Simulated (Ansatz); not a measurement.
Ti3Al in space group P-6m2 (No. 187; Ti on 1e, Ti on 2h, Al on 1f) at seven volumes, the program Ansatz at the r²SCAN level (PAW), shape and atoms relaxed at each. One row is withheld.

```
V (Å³/atom)  P (GPa)
-----------  -------
15.471         13.01
15.981          8.06
16.491          3.74
17.001         -0.01
17.511         -3.26
18.021             ?
18.531         -8.54
```

Fit the shown pressures and predict the withheld one.

Third-order Birch–Murnaghan: P = (3/2)B₀(x^(7/2) − x^(5/2))[1 + (3/4)(B′ − 4)(x − 1)] with x = (V₀/V)^(2/3). Least squares on the six rows gives V₀ = 17.001 Å³/atom, B₀ = 116.2 GPa, B′ = 3.67. At V = 18.021, x = 0.9619 and P = -6.08 GPa. The run itself gave -6.09 GPa.

The first step of the workflow began from a Materials Project structure, measured or hypothetical; the Crystallography Open Database copy checked does not list it. With Ti and Al taken as one species the cell has the higher symmetry P6_3/mmc, so it may be an ordered model of a mixed-site phase. It is not the phase usual at ambient conditions (space group No. 194). Symmetry was held in the r²SCAN relaxation; its stability against distortions is not shown here. No spin polarisation was allowed.

Potentials: the later of the program's two PAW sets.
